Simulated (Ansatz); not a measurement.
Cu:
```cif
data_Cu
_chemical_formula_sum 'Cu1'
_space_group_name_H-M_alt 'P 1'
_space_group_IT_number 1
_cell_length_a 2.46320
_cell_length_b 2.46320
_cell_length_c 2.46320
_cell_angle_alpha 107.991
_cell_angle_beta 107.991
_cell_angle_gamma 112.474
loop_
_space_group_symop_operation_xyz
  'x, y, z'
loop_
_atom_site_label
_atom_site_type_symbol
_atom_site_fract_x
_atom_site_fract_y
_atom_site_fract_z
_atom_site_occupancy
Cu1 Cu 0.00000 0.00000 0.00000 1
```

Relaxed with r²SCAN.

Which orbitals make up the states near the Fermi level in r²SCAN (plane waves, PAW; program Ansatz)?

Within 0.5 eV of the Fermi level: Cu 4s 40 %, Cu 3d 34 %, outside the projected shells 25 %. Projections are on Löwdin-orthogonalised atomic valence shells; empty p or d shells of many metals are not among them.

Tabulate the density of states.

States/eV per cell of 1 atom, in 0.25 eV bins, energy from the Fermi level.

```tsv
E (eV)	total	Cu 3d	Cu 4s
-7.85	0.11	0.01	0.11
-7.60	0.13	0.01	0.12
-7.35	0.14	0.01	0.12
-7.10	0.15	0.02	0.13
-6.85	0.17	0.02	0.14
-6.60	0.19	0.03	0.15
-6.35	0.21	0.05	0.16
-6.10	0.25	0.07	0.17
-5.85	0.30	0.11	0.19
-5.60	0.40	0.19	0.20
-5.35	0.73	0.49	0.23
-5.10	0.92	0.69	0.22
-4.85	1.33	1.13	0.19
-4.60	1.86	1.71	0.13
-4.35	1.20	1.15	0.04
-4.10	2.47	2.44	0.01
-3.85	3.34	3.28	0.03
-3.60	3.28	3.15	0.08
-3.35	3.52	3.33	0.13
-3.10	1.38	1.28	0.06
-2.85	1.22	1.15	0.04
-2.60	2.59	2.54	0.03
-2.35	4.64	4.59	0.02
-2.10	5.87	5.81	0.04
-1.85	2.96	2.87	0.07
-1.60	2.05	1.96	0.08
-1.35	0.44	0.34	0.09
-1.10	0.34	0.22	0.11
-0.85	0.33	0.18	0.12
-0.60	0.32	0.15	0.12
-0.35	0.32	0.13	0.12
-0.10	0.30	0.11	0.12
0.15	0.29	0.09	0.12
0.40	0.28	0.08	0.12
0.65	0.27	0.07	0.11
0.90	0.26	0.06	0.11
1.15	0.25	0.05	0.10
1.40	0.24	0.04	0.09
1.65	0.23	0.04	0.08
1.90	0.22	0.03	0.08
2.15	0.21	0.02	0.07
2.40	0.20	0.02	0.06
2.65	0.18	0.02	0.06
2.90	0.17	0.01	0.05
3.15	0.16	0.01	0.04
3.40	0.15	0.01	0.04
3.65	0.14	0.01	0.03
3.90	0.12	0.01	0.03
4.15	0.11	0.00	0.02
4.40	0.12	0.01	0.04
4.65	0.15	0.01	0.07
```

Space group I4/mmm (body-centred tetragonal). The first step of the workflow began from a Materials Project structure, measured or hypothetical; the Crystallography Open Database copy checked does not list it. It is not the phase usual at ambient conditions (space group No. 225). The r²SCAN relaxation kept the symmetry of its start. At this level the phase is mechanically unstable. The run is not spin-polarised.

Potentials: the later of the program's two PAW sets.
